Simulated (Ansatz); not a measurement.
**TiSn$_{3}$O$_{8}$ (Immm) at 3 levels of theory**

One geometry, relaxed with PBE; plane waves with PAW potentials in Ansatz, scalar-relativistic. No spin polarisation. +U rows take U_eff Ti 4.00 eV on the d shells. Gaps are the least over mesh and band path; pressure is positive in compression.

```cif
data_structure
_symmetry_space_group_name_H-M 'Immm'
_symmetry_Int_Tables_number 71
_cell_length_a 6.3549
_cell_length_b 6.7568
_cell_length_c 6.7674
_cell_angle_alpha 90.000
_cell_angle_beta 90.000
_cell_angle_gamma 90.000
_cell_volume 290.58
loop_
_atom_site_label
_atom_site_type_symbol
_atom_site_symmetry_multiplicity
_atom_site_Wyckoff_symbol
_atom_site_fract_x
_atom_site_fract_y
_atom_site_fract_z
_atom_site_occupancy
Ti1 Ti 2 c 0.00000 0.00000 0.50000 1
Sn1 Sn 4 e 0.74882 0.00000 0.00000 1
Sn2 Sn 2 d 0.00000 0.50000 0.00000 1
O1 O 8 m 0.26219 0.50000 0.18945 1
O2 O 4 h 0.00000 0.29973 0.50000 1
O3 O 4 g 0.00000 0.80399 0.00000 1
```

```csv
level,cutoff (eV),k mesh,gap (eV),pressure (GPa)
PBE,420,6×6×6,1.72,0.0
r2SCAN,500,6×6×6,2.31,-7.1
PBE+U,420,6×6×6,1.78,0.6
```

The cell was found from a structure generator's guess, not taken from experiment.
